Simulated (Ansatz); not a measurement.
All numbers below come from DFT PBE+D3(BJ), scalar-relativistic, plane waves, PAW in Ansatz. All cells share a 420 eV cutoff and Γ-centred k meshes spaced at most about 0.3 Å⁻¹ (about 0.25 or finer for metals, 2π included). Collinear spin in cells that started with moments and kept them past the coarse steps, no spin elsewhere.

Temperature and zero-point effects are left out. All come from trial cells, and lower structures may exist.

Question: Order these relaxed structures of S3O by energy, lowest first, with the energy over the lowest of them.
A.

```xyz
4
Lattice="2.9182 0.0000 0.0000 0.0000 4.0821 0.0000 0.0000 0.0000 5.6863" Properties=species:S:1:pos:R:3 pbc="T T T"
S     0.0000    2.0410    0.0000
S     1.4591    0.9197    2.8432
S     1.4591    3.1624    2.8432
O     0.0000    0.0000    0.0000
```

B.

```xyz
8
Lattice="6.2820 0.0000 0.0000 -3.1410 5.4403 0.0000 0.0000 0.0000 3.2234" Properties=species:S:1:pos:R:3 pbc="T T T"
S     0.0000    1.8367    0.8058
S     1.5504    4.5220    0.8058
S    -1.5504    4.5220    0.8058
S     3.1410    3.6037    2.4175
S     1.5906    0.9183    2.4175
S     4.6914    0.9183    2.4175
O     0.0000    3.6269    2.4175
O     3.1410    1.8134    0.8058
```

C.

```xyz
4
Lattice="1.6745 0.9668 6.7507 -1.6745 0.9668 6.7507 0.0000 -1.9335 6.7507" Properties=species:S:1:pos:R:3 pbc="T T T"
S     0.0000    0.0000    8.3982
S     0.0000    0.0000   11.8539
S     0.0000    0.0000    0.0000
O     0.0000    0.0000   10.1260
```

D.

```xyz
4
Lattice="4.9169 0.0000 0.0000 -2.4585 4.2582 0.0000 0.0000 0.0000 2.5398" Properties=species:S:1:pos:R:3 pbc="T T T"
S     2.4585    0.0000    0.0000
S    -1.2292    2.1291    0.0000
S     1.2292    2.1291    0.0000
O     0.0000    0.0000    1.2699
```

Answer: C (0 meV/atom), A (302 meV/atom), B (358 meV/atom), D (557 meV/atom). Forms: C R-3m, no spin; A Pmmm, no spin; B P6_3/mmc, no spin; D P6/mmm, moments up to 0.9 μB. Counting S atoms around O (those within 1.25 times the shortest such distance or 1.15 times the sum of covalent radii, 1.27 where that leaves under three; the shortest distance is added where it exceeds 1.18 times the sum of covalent radii): C has O 2; A has O 2 from 2.0 Å; B has O 6 from 2.4 Å; D has O 12 from 2.8 Å. A holds S–S chains (shortest 1.84 Å) (bonds between like non-metal atoms; other contacts aren't counted). Even the lowest lies +0.39 eV/atom against the elements.

A magnetic state wasn't ruled out in cells without spin, among them Pmmm, P6_3/mmc. The magnetic state reached may not be the lowest. Cells relaxed within their symmetry can be saddle points. Some structure types and database cells were kept out of the candidates from the start, so a known form may be missing.
